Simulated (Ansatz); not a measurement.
SiH8N2F6:
```yaml
crystal:
  lattice:
    - [0.00000, 4.04765, 4.04765]
    - [4.04765, 0.00000, 4.04765]
    - [4.04765, 4.04765, 0.00000]
  atoms:
    - { symbol: Si, position: [0.00000, 0.00000, 0.00000] }
    - { symbol: H, position: [0.32260, 0.03220, 0.32260] }
    - { symbol: H, position: [0.67740, 0.96780, 0.67740] }
    - { symbol: H, position: [0.67740, 0.67740, 0.67740] }
    - { symbol: H, position: [0.32260, 0.32260, 0.32260] }
    - { symbol: H, position: [0.03220, 0.32260, 0.32260] }
    - { symbol: H, position: [0.96780, 0.67740, 0.67740] }
    - { symbol: H, position: [0.67740, 0.67740, 0.96780] }
    - { symbol: H, position: [0.32260, 0.32260, 0.03220] }
    - { symbol: N, position: [0.25000, 0.25000, 0.25000] }
    - { symbol: N, position: [0.75000, 0.75000, 0.75000] }
    - { symbol: F, position: [0.21010, 0.78990, 0.21010] }
    - { symbol: F, position: [0.78990, 0.21010, 0.78990] }
    - { symbol: F, position: [0.21010, 0.78990, 0.78990] }
    - { symbol: F, position: [0.78990, 0.21010, 0.21010] }
    - { symbol: F, position: [0.21010, 0.21010, 0.78990] }
    - { symbol: F, position: [0.78990, 0.78990, 0.21010] }
```

Relaxed with plane-wave PAW r²SCAN+D4 (Ansatz code). Indices refer to the conventional cell of Fm-3m, a = b = c = 8.0953 Å, α = β = γ = 90.00°.

Simulate the powder diffraction pattern (Fe Kα, λ = 1.93735 Å; lines above 1 %) up to 2θ = 90°.

Simulated powder pattern, Fe Kα, λ = 1.93735 Å (kinematic, ideal powder, no thermal factors, no anomalous dispersion; the 30 strongest lines at most, above 1 %, up to 2θ = 90°):

```json
[
 {"2θ (°)": "23.92", "d (Å)": "4.674", "I/Imax (%)": "100", "hkl": "(111)"},
 {"2θ (°)": "27.69", "d (Å)": "4.048", "I/Imax (%)": "19", "hkl": "(200)"},
 {"2θ (°)": "39.56", "d (Å)": "2.862", "I/Imax (%)": "12", "hkl": "(220)"},
 {"2θ (°)": "46.76", "d (Å)": "2.441", "I/Imax (%)": "7.9", "hkl": "(311)"},
 {"2θ (°)": "48.98", "d (Å)": "2.337", "I/Imax (%)": "44", "hkl": "(222)"},
 {"2θ (°)": "57.19", "d (Å)": "2.024", "I/Imax (%)": "41", "hkl": "(400)"},
 {"2θ (°)": "62.88", "d (Å)": "1.857", "I/Imax (%)": "1.7", "hkl": "(331)"},
 {"2θ (°)": "64.71", "d (Å)": "1.810", "I/Imax (%)": "5.1", "hkl": "(420)"},
 {"2θ (°)": "76.89", "d (Å)": "1.558", "I/Imax (%)": "21", "hkl": "(511)+(333)"},
 {"2θ (°)": "85.20", "d (Å)": "1.431", "I/Imax (%)": "18", "hkl": "(440)"}
]
```

The start of the workflow was typed in or built on a structure type; neither database checked (COD, Materials Project) lists it. COD files the formula under space group No. 186, so this cell is another polymorph or a model. Whether it is the stable phase at ambient conditions was not checked. The r²SCAN+D4 relaxation kept the symmetry of its start; whether a distortion lowers the energy is not shown. The volume moved by -22 % from the start of the relaxation.

Potentials: the later of the program's two PAW sets.
